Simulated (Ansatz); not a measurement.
Harmonic vibrational thermodynamics of AlRu (CsCl type, space group No. 221) at fixed volume, r²SCAN in the plane-wave PAW code Ansatz. The rows extrapolate the 0 K crystal and know nothing of melting or changes of phase.

| T (K) | F_vib (meV/atom) | S (J/K per mol of atoms) | C_V (J/K per mol of atoms) |
|---|---|---|---|
| 50 | 44.3 | 1.2 | 3.4 |
| 100 | 42.6 | 5.9 | 11.0 |
| 200 | ___ | 16.6 | ___ |
| 300 | ___ | 25.1 | ___ |
| 400 | -20.6 | ___ | ___ |
| 600 | -96.8 | 41.3 | 24.2 |
| 800 | -189.9 | 48.3 | 24.5 |
| 1000 | -295.9 | 53.8 | 24.7 |

### Question
Complete the blanks.

### Answer

- 400, C_V (J/K per mol of atoms): 23.3
- 400, S (J/K per mol of atoms): 31.6
- 200, C_V (J/K per mol of atoms): 19.3
- 200, F_vib (meV/atom): 30.7
- 300, C_V (J/K per mol of atoms): 22.1
- 300, F_vib (meV/atom): 8.9

Space group Pm-3m (CsCl type). The cell was relaxed with r²SCAN under the symmetry of its start; phonons on a q-mesh show no instability. The run is not spin-polarised.

Potentials: the later of the program's two PAW sets.
